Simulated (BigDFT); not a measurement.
A self-consistent single point of the molecule C5H8BrCl.

SMILES: C=C(C)C[C@H](Cl)Br
```xyz
15

C     -0.9007    -0.9598     1.0337
C     -0.6933     0.0413     0.0980
C     -1.8036     0.8933    -0.3094
C      0.6784     0.3002    -0.5163
C      1.9073    -0.5578     0.0001
Cl     2.3985    -0.0385     1.6014
Br     3.4464    -0.2004    -1.1679
H     -0.1832    -1.6885     1.3737
H     -1.9687    -1.1758     1.4029
H     -1.9135     0.8545    -1.4328
H     -2.7056     0.7081     0.1157
H     -1.4814     1.9017    -0.1399
H      0.8461     1.3661    -0.4362
H      0.5317     0.0776    -1.6052
H      1.7509    -1.6188    -0.0070
```
Charge 0, spin multiplicity 1.

Computed with LDA (Teter-Pade), Daubechies wavelet basis, HGH (Krack) norm-conserving potentials made for LDA, isolated boundary conditions, implicit solvent (soft-sphere cavity) in BigDFT.

BigDFT settings:

- basis: Daubechies wavelets
- dft.hgrids: 0.33 bohr
- dft.rmult: 5 8
- dft.ixc: 1
- potentials: built-in HGH-K LDA
- boundary_conditions: free
- dft.gnrm_cv: 1e-05
- dft.itermax: 80
- dft.idsx: 6
- dft.nrepmax: 3
- psolver.environment.cavity: soft-sphere
- psolver.environment.epsilon: 8.9

Results:

Number of valence electrons: 42
Number of orbitals: 21
Size of the basis: 238358
Number of SCF iterations: 18
Grid steps along x, y, z: 77 × 64 × 61
Total energy: -1676.0052 eV
Largest force (vector length): 4.269 eV/Å
Dipole moment: 2.61 D
Highest occupied level: -6.06 eV

Forces (eV/Å):
```
atom      Fx      Fy      Fz
----  ------  ------  ------
C1    -1.612   1.442  -1.499
C2     0.710  -3.082   2.529
C3     3.004   0.473  -2.996
C4    -0.438  -1.802   0.027
C5    -0.973   2.568  -0.571
Cl6   -0.301  -0.204   0.146
Br7   -0.452  -0.200  -0.024
H8     0.691  -0.078   0.093
H9     1.392   0.507  -0.479
H10   -0.029  -0.043   0.603
H11   -2.765  -0.756   1.573
H12   -0.035   1.202   0.245
H13    0.622   0.612   0.044
H14    0.365   0.129   0.334
H15   -0.179  -0.768  -0.025
```

For comparison: a first run (DFT, LDA (Teter-Pade), Daubechies wavelet basis, HGH (Krack) norm-conserving potentials made for LDA, isolated boundary conditions) was changed to give this one (psolver.environment.cavity: default → soft-sphere; psolver.environment.epsilon: default → 8.9), and from it to this one the largest force moves little (4.276 to 4.269 eV/Å).

The grid can part forces that symmetry would make equal. Forces above 1 eV/Å remain at this geometry. The geometry comes from a cheaper method or was typed, in some cases with atoms then moved at random; it is not relaxed at this level, and the species need not be a known compound. A coarse multiplier of 5 or less cuts the tails of heavy atoms' orbitals, which raises levels.

Cost on one core: around 2.8 core-minutes (rough).
